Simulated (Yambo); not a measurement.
BSE-type run in Yambo on MgS (zinc blende, space group F-43m, No. 216), at zero momentum.

Quantum ESPRESSO step (PBEsol, PseudoDojo standard norm-conserving files, scalar-relativistic):
```
&CONTROL
  calculation = 'nscf'
  pseudo_dir = './pseudo'
  outdir = './out'
/
&SYSTEM
  ibrav = 0
  nat = 2
  ntyp = 2
  ecutwfc = 84.0
  ecutrho = 336.0
  occupations = 'fixed'
  force_symmorphic = .true.
  nbnd = 28
/
&ELECTRONS
  conv_thr = 2e-09
  diago_full_acc = .true.
  diago_thr_init = 1e-08
/
ATOMIC_SPECIES
Mg 24.3050 Mg.upf
S 32.0600 S.upf
CELL_PARAMETERS angstrom
  0.000000000000   2.826186501000   2.826186501000
  2.826186501000   0.000000000000   2.826186501000
  2.826186501000   2.826186501000   0.000000000000
ATOMIC_POSITIONS crystal
Mg   0.000000000000   0.000000000000   0.000000000000
S   0.250000000000   0.250000000000   0.250000000000
K_POINTS automatic
10 10 10 0 0 0
```

Yambo input:
```
rim_cut
optics
bse
bss
dipoles
em1s
RandQpts= 1000000
RandGvec= 1 Ry
FFTGvecs= 40 Ry
Chimod= "HARTREE"
BSKmod= "SEX"
BSEmod= "resonant"
BSSmod= "hs"
BSENGexx= 15 Ry
BSENGBlk= 4 Ry
% KfnQP_E
 1.88 | 1.0 | 1.0 |
%
% BSEQptR
 1 | 1 |
%
% BSEBands
 6 | 12 |
%
% BEnRange
 0.0 | 12.2 | eV
%
% BDmRange
 0.15 | 0.15 | eV
%
BEnSteps= 244
% BLongDir
 1.0 | 0.0 | 0.0 |
%
BSHayTrs= -0.02
BSSNEig= 24
WRbsWF
% BndsRnXs
 5 | 22 |
%
NGsBlkXs= 4 Ry
% LongDrXs
 1.0 | 1.0 | 1.0 |
%
```

From the report:

The dimension is k points × valence × conduction bands = 1000 × 3 × 4 = 12000.
```
   [SLEPC] Approach                          : Krylov-Schur
   [SLEPC] Number of requested eigenvalues   :  24
   [SLEPC] Number of eigenvalues        [NEV]:  24
    [K] Dimension                                    :  12000
    [K] Bands                                        :   6  12
    [K] Exchange res                                 : yes
    [K] Correlation res                              : yes
    [K] W interaction is bare                        : no
    [K] RL vectors exchange                          :   331
    [K] RL vectors correlation                       :   59
    [W] Matrix size                                  :   59
    [W] Bands                                        :   5  22
    [W] Coulomb Cutoff                               : none
    [W] Hxc Kernel                                   : HARTREE
```

Geometry relaxed with PBEsol.

This is not the ordinary phase of the substance; no match was found in the copy of COD used, and its stability was not checked.
